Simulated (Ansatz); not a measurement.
SiC (wurtzite, P6_3mc) at seven volumes, DFT-PBE in the program Ansatz with PAW potentials, shape and atoms relaxed at each. One row is withheld.

```json
[
 {"V (Å³/atom)": "9.558", "P (GPa)": "?"},
 {"V (Å³/atom)": "9.873", "P (GPa)": "14.89"},
 {"V (Å³/atom)": "10.188", "P (GPa)": "6.89"},
 {"V (Å³/atom)": "10.503", "P (GPa)": "-0.01"},
 {"V (Å³/atom)": "10.818", "P (GPa)": "-5.96"},
 {"V (Å³/atom)": "11.133", "P (GPa)": "-11.08"},
 {"V (Å³/atom)": "11.449", "P (GPa)": "-15.49"}
]
```

Problem. Fit the shown pressures and predict the withheld one.

Solution. P = (3/2)B₀(x^(7/2) − x^(5/2))[1 + (3/4)(B′ − 4)(x − 1)] with x = (V₀/V)^(2/3). Least squares on the six rows gives V₀ = 10.502 Å³/atom, B₀ = 213 GPa, B′ = 3.98. At V = 9.558, x = 1.0648 and P = 24.20 GPa. The run itself gave 24.17 GPa.

The PBE relaxation kept the symmetry of its start; phonons on a q-mesh show no instability.

Potentials: the later of the program's two PAW sets.
